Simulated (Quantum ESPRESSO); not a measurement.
GaSiGePN2O (made-up cell, one site empty) (calculated)

All values are calculated (Quantum ESPRESSO 7.5). Calculation on a made-up crystal cell, not a measurement, rerun at a higher cutoff and a denser mesh: periodic Kohn-Sham density functional theory in plane waves with PseudoDojo standard norm-conserving scalar-relativistic pseudopotentials, each functional with its own files (v0.5 for PBE, v0.4.1 for LDA and PBEsol), no spin polarisation, no spin-orbit coupling, atoms not relaxed, stress positive in tension, energies less a fixed whole-eV offset for each atom's element; levels are Kohn-Sham levels at fractions of this cell's reciprocal vectors, counted from the reference band (half the neutral cell's valence electrons, rounded up) at Gamma; error bars give the change to or from the runs named with them, not the error of the files; each bar is the largest change over components, and at least 0.002 eV, 0.002 eV per angstrom or 0.02 GPa; energies are for the whole cell, and the offsets were chosen from early runs and are not element reference energies; machines and their load varied, so run times do not measure scaling.

GaSiGePN2O (made-up cell, one site empty)

```
GaSiGePN2O
1.0
      3.4049    -0.0245    -0.0212
     -0.0425     5.8571    -0.0422
     -0.0346    -0.0398     5.4766
Ge Ga Si N P N O
1 1 1 1 1 1 1
Direct
  0.02437 -0.00095 -0.00477
  0.53202 0.17648 0.51122
  -0.01278 0.64901 0.48888
  0.02134 -0.00451 0.35111
  0.52294 0.52017 0.37696
  0.51628 0.15213 0.85629
  0.03233 0.67089 0.88937
```

- lattice type: wurtzite
- empty site: 2
- functional: pbe
- cutoff: 1437 eV
- fermi dirac smearing: 0.025 eV
- scf tolerance: 1e-07 eV
- electrons removed: 0
- run command: pw.x -nk 1 -in in
- run processor: AMD EPYC, Zen 5 class, virtual cores
- k mesh: 7 x 6 x 6, shifted by half a step
- free energy less offsets: 5.805 eV
- scf iterations: 14
- smearing term minus ts: 0 eV
- pressure: -2.832 GPa
- stress xx: -9.114 GPa
- stress yy: 2.738 GPa
- stress zz: 14.87 GPa
- stress yz: -2.701 GPa
- stress xz: -5.643 GPa
- stress xy: -6.693 GPa
- reference band: 26
- error bar energy: 0.008712 eV
- error bar stress: 0.06673 GPa
- error bar force: 0.01713 eV/Å
- error bar next band up: 0.003212 eV
- error bars from: change from the looser run of this cell
- wall time of scf and band steps on a shared machine: 1384 s

Atoms:
| atoms element | atom site | atom energy offset (eV) |
| --- | --- | --- |
| Ge | 1 | -2430 |
| Ga | 3 | -2080 |
| Si | 4 | -115 |
| N | 5 | -283 |
| P | 6 | -189 |
| N | 7 | -283 |
| O | 8 | -452 |

Forces:
| site | x (eV/Å) | y (eV/Å) | z (eV/Å) |
| --- | --- | --- | --- |
| 1 | -0.1054 | -1.504 | -1.854 |
| 3 | -0.08776 | -3.648 | 0.2209 |
| 4 | 6.504 | 7.764 | 6.557 |
| 5 | -0.07062 | -0.6382 | 1.086 |
| 6 | -6.215 | -3.092 | -5.383 |
| 7 | 0.2424 | -1.567 | 1.685 |
| 8 | -0.2676 | 2.684 | -2.311 |

Levels:
| level k point | next band up (eV) |
| --- | --- |
| Gamma | 0.8515 |
| (1/2,1/2,1/2) | 0.6993 |
| (0.15,0,0) | 1.71 |
| (0,0.15,0) | 1.155 |
| (0,0,0.15) | 1.102 |
